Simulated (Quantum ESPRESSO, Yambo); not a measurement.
MoS₂ (space group R3m, No. 160). Cell and atoms were relaxed with PBE+D3(BJ) from Materials Project entry mp-1434, within its symmetry. Chain: PBEsol (pw.x of Quantum ESPRESSO, ONCV potentials, with spin-orbit coupling); G0W0 in Yambo (4×4×4 Γ-centred k mesh, bands 3 to 214 and a 8 Ry block in the screening, 214 bands in G with the Bruneval-Gonze terminator, plasmon pole fitted at 27.2 eV); BSE (6×6×6 mesh, 8 valence and 8 conduction bands, static screening with 68 bands and a 4 Ry block, scissor 0.41 eV, Tamm-Dancoff).

```
Quantity                                          Result
-----------------------------------------------  -------
PBEsol gap (dense path)                          0.70 eV
PBEsol gap Z → (0, 0.25, -0.25) on the GW mesh   1.02 eV
PBEsol smallest direct gap on the GW mesh, at Z  2.03 eV
G0W0 direct gap at that point                    2.44 eV
G0W0 correction to the gap Z → (0, 0.25, -0.25)  0.50 eV
direct gap on the BSE mesh, with the scissor     2.10 eV
first BSE state allowed for light along x        1.82 eV
lowest BSE state                                 1.80 eV
binding of the lowest exciton                    0.30 eV
```

Rough cost of the Yambo steps against G0W0 for 13 states: BSE about 1/3.

Convergence of the G0W0 settings was not tested. The mesh misses a band edge: along a dense path the PBEsol gap is 0.70 eV against 1.02 eV on the mesh. The BSE states are vertical excitations (zero momentum); the indirect quasiparticle gap, about 1.20 eV, is smaller than the direct one (2.44 eV on the GW mesh). Convergence of the binding with the mesh was not shown. Axes are Cartesian, with cell vectors (Å) (1.58, 0.91, 6.00), (-1.58, 0.91, 6.00), (0.00, -1.82, 6.00).
